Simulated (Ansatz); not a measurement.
BaTiO3:
```cif
data_Ba2O6Ti2
_chemical_formula_sum 'Ba2 Ti2 O6'
_space_group_name_H-M_alt 'Amm2'
_space_group_IT_number 38
_space_group_name_Hall 'A 2 -2'
_cell_length_a 3.94977
_cell_length_b 5.65813
_cell_length_c 5.67894
_cell_angle_alpha 90.000
_cell_angle_beta 90.000
_cell_angle_gamma 90.000
loop_
_space_group_symop_operation_xyz
  'x, y, z'
  '-x, -y, z'
  '-x, y, z'
  'x, -y, z'
  'x, y+1/2, z+1/2'
  '-x, -y+1/2, z+1/2'
  '-x, y+1/2, z+1/2'
  'x, -y+1/2, z+1/2'
loop_
_atom_site_label
_atom_site_type_symbol
_atom_site_symmetry_multiplicity
_atom_site_Wyckoff_symbol
_atom_site_fract_x
_atom_site_fract_y
_atom_site_fract_z
_atom_site_occupancy
Ba1 Ba 2 a 0.00000 0.00000 0.99625 1
Ti1 Ti 2 b 0.50000 0.50000 0.98346 1
O1 O 4 e 0.50000 0.24553 0.26418 1
O2 O 2 a 0.00000 0.00000 0.51204 1
```
(The calculation used a cell of 5 atoms; values per cell refer to that cell.)

Relaxed with PBEsol. Plane-wave PAW PBEsol (Ansatz code) gives a gap of 2.15 eV.

Task: What gap does HSE06 give on the same cell (Ansatz, PAW)?

Result: 3.64 eV, 1.49 eV more. The hybrid was solved on a coarser mesh and at special points; its gap is the smallest among all of these.

Cost on shared cores: the PBEsol run (SCF on a 7×7×7 mesh, then bands and DOS) about 70 core-seconds (a rough figure), the HSE06 run (SCF on 4×4×4, then a few points) about 100 core-seconds (a rough figure); the tasks are unlike.

This is a known low-temperature phase of the composition, computed here at zero pressure and temperature. The PBEsol relaxation kept the symmetry of its start; its stability against distortions is not shown here. No spin polarisation was allowed. Scalar-relativistic: spin–orbit coupling is off unless named, which matters more the heavier the elements.

Potentials: the earlier of the program's two PAW sets.
